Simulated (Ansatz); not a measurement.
Clamped-ion strain scan in Si

These are results of DFT r2SCAN, scalar-relativistic, plane waves, PAW (Ansatz 0.2.0), not measurements. The runs took a 500 eV cutoff, a Γ-centred 8×8×8 mesh and Gaussian smearing (0.05 eV). No spin polarisation. Energies are free energies at this smearing, counted from the undisturbed cell; pressure is positive in compression.

Zero of the scan (relaxed at this level):

```xyz
2
Lattice="0.0000 2.7221 2.7221 2.7221 0.0000 2.7221 2.7221 2.7221 0.0000" Properties=species:S:1:pos:R:3 pbc="T T T"
Si    2.7221    2.7221    2.7221
Si    4.0832    4.0832    4.0832
```

The cell is strained by ε times the Voigt pattern (1, -1, 0, 0, 0, 0) (xx, yy, zz, yz, xz, xy; engineering shear) with fractional coordinates fixed.

| ε | ΔE (meV/atom) |
| --- | --- |
| -0.0400 | 21.4 |
| -0.0200 | 5.4 |
| 0.0000 | 0.0 |
| 0.0050 | 0.3 |
| 0.0100 | 1.3 |
| 0.0150 | 3.0 |
| 0.0250 | 8.4 |
| 0.0300 | 12.0 |
| 0.0350 | 16.4 |

Task: Predict the stress summed along the pattern (GPa, tension positive) at each point.

Result:
```csv
ε,"stress summed along the pattern (GPa, tension positive)"
-0.0400,-8.49
-0.0200,-4.25
0.0000,0.00
0.0050,1.06
0.0100,2.13
0.0150,3.19
0.0250,5.32
0.0300,6.38
0.0350,7.44
```